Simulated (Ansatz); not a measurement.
Here is the system:

V3Si (A15, Cr3Si type)

```cif
data_Si2V6
_chemical_formula_sum 'V6 Si2'
_space_group_name_H-M_alt 'P 1'
_space_group_IT_number 1
_cell_length_a 4.70139
_cell_length_b 4.70139
_cell_length_c 4.70139
_cell_angle_alpha 90.000
_cell_angle_beta 90.000
_cell_angle_gamma 90.000
loop_
_space_group_symop_operation_xyz
  'x, y, z'
loop_
_atom_site_label
_atom_site_type_symbol
_atom_site_fract_x
_atom_site_fract_y
_atom_site_fract_z
_atom_site_occupancy
V1 V 0.25000 0.00000 0.50000 1
V2 V 0.75000 0.00000 0.50000 1
V3 V 0.00000 0.50000 0.25000 1
V4 V 0.00000 0.50000 0.75000 1
V5 V 0.50000 0.25000 0.00000 1
V6 V 0.50000 0.75000 0.00000 1
Si1 Si 0.00000 0.00000 0.00000 1
Si2 Si 0.50000 0.50000 0.50000 1
```

The volume is varied about the relaxed value V₀ at fixed cell shape. Symmetry pins the atoms to their sites.

Level of theory: PBE (plane waves to 420 eV, PAW, scalar-relativistic; Ansatz, a first-principles code). k mesh 10×10×10 (Γ-centred), Fermi-Dirac smearing 0.05 eV. E stands for the smeared free energy. Compression counts positive. Left out: 2 of 9 points, with atoms too close for the PAW data. The PAW data are Ansatz's earlier set. V3Si is run without spin polarisation. V3Si was relaxed with its symmetry unable to fall. The zero of ΔE is the relaxed starting cell.

The scan covers V/V₀ from 0.950 to 1.100 in 7 points.

What is the fitted pressure derivative B₀′?

4.0.

What bulk modulus B₀ follows from a third-order Birch-Murnaghan fit?

192 GPa.

(Under strain, the slope of the energy per volume gives the stress and its curvature an elastic modulus.)
